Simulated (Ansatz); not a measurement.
Cu Kα1 powder pattern (kinematic, no thermal factors).
```tsv
2θ (°)	relative intensity
21.19	41
28.00	11
30.14	17
35.38	23
41.60	100
43.15	45
48.55	9
52.23	7
56.98	11
57.88	9
62.34	4
62.66	14
66.64	3
66.94	2
69.99	3
71.09	3
74.06	2
74.85	17
78.05	31
78.83	4
83.03	2
89.76	3
```

The pattern is computed from a structure relaxed with Ansatz 0.2.0, DFT PBE, scalar-relativistic, plane waves, PAW. No spin polarisation. Its elements are Mo, Si.

Question: Give the structure.

Answer: Si₃Mo.
Space group P4/mmm (No. 123). a = 4.190 Å, b = 4.190 Å, c = 3.184 Å, α = 90.00°, β = 90.00°, γ = 90.00°
```json
{"atom": "Si", "site": "1c", "symmetry": "4/mmm", "x": "0.5000", "y": "0.5000", "z": "0.0000"}
{"atom": "Si", "site": "2e", "symmetry": "mmm.", "x": "0.5000", "y": "0.0000", "z": "0.5000"}
{"atom": "Mo", "site": "1a", "symmetry": "4/mmm", "x": "0.0000", "y": "0.0000", "z": "0.0000"}
```

A pattern alone doesn't exclude other cells with like lines; this is the one computed.

Another cell of Si3Mo relaxed alike, in Cmc2_1, lies 300 meV/atom lower, so this cell isn't the stable form at this level.

It was reached by relaxing an invented guess, and it needn't be the stable form of this composition.
